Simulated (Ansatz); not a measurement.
Cells of CuI relaxed with PBEsol (plane waves to 420 eV, PAW, scalar-relativistic; Ansatz, a quantum-chemistry and plane-wave program), each with a space-group label. One label is wrong.

**A**, labelled F-43m (No. 216)
```xyz
4
Lattice="3.4410 -1.9931 0.0000 3.4410 1.9931 0.0000 -2.4874 0.0000 6.4987" Properties=species:S:1:pos:R:3 pbc="T T T"
Cu     0.4768     0.9966     3.2494
Cu     1.7205    -0.9966     0.0000
I      1.5754    -0.7814     4.8740
I      2.8191     0.7814     1.6247
```

**B**, labelled Cmce (No. 64)
```xyz
8
Lattice="3.1117 -2.6117 0.0000 3.1117 2.6117 0.0000 0.0000 0.0000 13.0618" Properties=species:S:1:pos:R:3 pbc="T T T"
Cu     1.7647     0.0000     0.0000
Cu     1.3470     0.0000     6.5309
Cu     4.8764     0.0000     6.5309
Cu     4.4587     0.0000     0.0000
I      3.1117    -1.4781     1.6530
I      3.1117     1.1337     4.8779
I      3.1117     1.4781    11.4088
I      3.1117    -1.1337     8.1839
```

**C**, labelled P6/mmm (No. 191)
```yaml
crystal:
  lattice:
    - [6.23514, 0.00000, 0.00000]
    - [-3.11757, 5.39979, 0.00000]
    - [0.00000, 0.00000, 4.13142]
  atoms:
    - { symbol: Cu, position: [0.50000, 0.00000, 0.00000] }
    - { symbol: Cu, position: [0.50000, 0.50000, 0.00000] }
    - { symbol: Cu, position: [0.00000, 0.50000, 0.00000] }
    - { symbol: I, position: [0.00000, 0.00000, 0.00000] }
    - { symbol: I, position: [0.33333, 0.66667, 0.50000] }
    - { symbol: I, position: [0.66667, 0.33333, 0.50000] }
```

**D**, labelled P6₃mc (No. 186)
```
CELL_PARAMETERS angstrom
      4.18699     0.00000     0.00000
     -2.09349     3.62604     0.00000
      0.00000     0.00000     6.89779
ATOMIC_POSITIONS crystal
  Cu 0.66667 0.33333 0.87373
  Cu 0.33333 0.66667 0.37373
  I  0.66667 0.33333 0.50127
  I  0.33333 0.66667 0.00127
```

Q: Which label is wrong, and what should it be (tolerance 0.01 Å)?

A: A: its symmetry is C2/c (No. 15), mS8; a = 6.8819 Å, b = 3.9862 Å, c = 6.9585 Å, α = γ = 90.00°, β = 110.94°.

Each run could gain symmetry but not lose that of its start, so entries can be saddle points. From databases, or of a type measured for this composition: P6₃mc, hP4, wurtzite type; the others are generated cells (placed on structure types, drawn at random, substituted or restacked) that were not matched to a known phase here.

No spin polarisation in the result.
